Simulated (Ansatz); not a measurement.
Clean, relaxed (001) surface of Pb, space group P6_3/mmc (No. 194) (top face towards +c; atoms held fixed, by place in the list: 1, 2):

```
CELL_PARAMETERS angstrom
3.47217 0.00000 0.00000
-1.73608 3.00698 0.00000
0.00000 0.00000 25.59082
ATOMIC_POSITIONS crystal
Pb 0.66667 0.33333 0.33215
Pb 0.33333 0.66667 0.44405
Pb 0.66667 0.33333 0.55920
Pb 0.33333 0.66667 0.66414
```

Computed with DFT PBEsol, scalar-relativistic, plane waves, PAW (Ansatz). Cutoff 420 eV; k points 9×9×1 on the computed 4-atom cell (Γ-centred); Gaussian smearing, width 0.10 eV; no spin polarisation. The cell repeats along c with a dipole correction in the vacuum.

C (atom) is adsorbed on the top face, one adsorbate per 10.4 Å², and relaxed from 3 starting sites (fractions of a and b). E_ads counts from the clean slab and the free adsorbate (spin-polarised where it has unpaired electrons); negative means bound. Heights count from the highest slab atom after relaxation. Δφ is the top face's. Δp counts per cell along +c. Bonded neighbours lie within 1.25 times the sum of covalent radii (1.35 for H) and, on that scale, within 12 % of the closest. With the adsorbate the cell is lengthened along c to keep the vacuum.

```csv
start,ends at,E_ads (eV),height (Å),shortest contact,Δφ (eV),Δp (e·Å)
"top (Pb) at (0.33, 0.67)","(0.33, 0.67), 1 bonded neighbour (Pb)",-1.61,2.23,C–Pb 2.23 Å,+2.72,-0.177
"hollow (Pb-Pb-Pb) at (0.00, 0.00)","(0.00, 0.00), 3 bonded neighbours (Pb)",-3.90,0.67,C–Pb 2.11 Å,+1.70,-0.095
"bridge (Pb-Pb) at (0.83, 0.67)","(0.66, 0.32), 3 bonded neighbours (Pb)",-3.99,0.64,C–Pb 2.10 Å,+1.38,-0.081
```

Among the sites tried, the lowest end comes from the bridge (Pb-Pb) at (0.83, 0.67) start; other sites may lie lower.

Each end is the local minimum or symmetric point that its start leads to. This isn't the usual crystal structure of Pb.

For at least one of the starts the bottom face's work function also shifts by over 0.1 eV: the slab is too thin to screen the adsorbate, so the work functions aren't converged with thickness.

The adsorbed runs have no spin polarisation, so weakly bound open-shell ends lie too high.